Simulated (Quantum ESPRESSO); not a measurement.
Kohn-Sham bands of Li3Bi (Fm-3m)

```
CELL_PARAMETERS angstrom
      0.00000     3.34550     3.34550
      3.34550     0.00000     3.34550
      3.34550     3.34550     0.00000
ATOMIC_POSITIONS crystal
  Li 0.75000 0.75000 0.75000
  Li 0.25000 0.25000 0.25000
  Li 0.50000 0.50000 0.50000
  Bi 0.00000 0.00000 0.00000
```

Materials Project entry mp-23222; symmetrised, unrelaxed at this level. Not found in the COD (Crystallography Open Database) copy used; not checked further. Computed values, not measurements, from PBEsol: Quantum ESPRESSO (norm-conserving PseudoDojo potentials, cutoff 60 Ry, spinors with spin-orbit coupling) on a Γ-centred 6×6×6 mesh, then Wannier90. Density: 12×12×12 mesh, cold smearing 0.01 Ry.

Energies are relative to the Fermi level; weights are on the orthonormalised atomic waves of the pseudopotential files, averaged over the group. 24 electrons a cell are treated as valence.

```json
[
 {"bands": "1–2", "from (eV)": "-46.97", "to (eV)": "-46.97", "filling": "filled", "weight on atomic waves": "(withheld)"},
 {"bands": "3–6", "from (eV)": "-46.25", "to (eV)": "-46.24", "filling": "filled", "weight on atomic waves": "(withheld)"},
 {"bands": "7–10", "from (eV)": "-23.93", "to (eV)": "-23.93", "filling": "filled", "weight on atomic waves": "(withheld)"},
 {"bands": "11–16", "from (eV)": "-20.95", "to (eV)": "-20.93", "filling": "filled", "weight on atomic waves": "(withheld)"},
 {"bands": "17–18", "from (eV)": "-11.12", "to (eV)": "-10.46", "filling": "filled", "weight on atomic waves": "(withheld)"}
]
```

Q: Which atomic shells make up each group?

A: 
- 1–2, weight on atomic waves: Li 1s 99 %
- 3–6, weight on atomic waves: Li 1s 99 %
- 7–10, weight on atomic waves: Bi 5d 100 %
- 11–16, weight on atomic waves: Bi 5d 100 %
- 17–18, weight on atomic waves: Bi 6s 80 %, Li 2s 19 %

No gap over 0.05 eV opens at the Fermi level at this level of theory.
